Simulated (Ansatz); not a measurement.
BaHfO3:
```cif
data_BaHfO3
_chemical_formula_sum 'Ba1 Hf1 O3'
_space_group_name_H-M_alt 'Pm-3m'
_space_group_IT_number 221
_space_group_name_Hall '-P 4 2 3'
_cell_length_a 4.17740
_cell_length_b 4.17740
_cell_length_c 4.17740
_cell_angle_alpha 90.000
_cell_angle_beta 90.000
_cell_angle_gamma 90.000
loop_
_atom_site_label
_atom_site_type_symbol
_atom_site_symmetry_multiplicity
_atom_site_Wyckoff_symbol
_atom_site_fract_x
_atom_site_fract_y
_atom_site_fract_z
_atom_site_occupancy
Ba1 Ba 1 a 0.00000 0.00000 0.00000 1
Hf1 Hf 1 b 0.50000 0.50000 0.50000 1
O1 O 3 c 0.00000 0.50000 0.50000 1
```

Relaxed with r²SCAN.

Question: Tabulate the valence density and the electron localisation function along the shortest Hf–O contact (2.09 Å), r²SCAN (plane waves, PAW; program Ansatz).

Answer: 

```csv
distance from Hf (Å),density (e/Å³),ELF
0.21,44.35,0.85
0.31,30.89,0.85
0.42,18.94,0.85
0.52,10.43,0.83
0.63,5.30,0.78
0.73,2.58,0.65
0.84,1.33,0.44
0.94,0.84,0.24
1.04,0.68,0.17
1.15,0.70,0.27
1.25,0.88,0.53
1.36,1.24,0.75
1.46,1.86,0.82
1.57,2.87,0.81
1.67,4.26,0.76
1.78,5.84,0.63
1.88,7.29,0.45
```

The density is the valence pseudo-density with augmentation charge, so density and ELF within about 1 Å of a nucleus are not all-electron values.

The cell was relaxed with r²SCAN under the symmetry of its start. No spin polarisation was allowed. Spin–orbit coupling is left out wherever it is not named.

Potentials: the earlier of the program's two PAW sets.
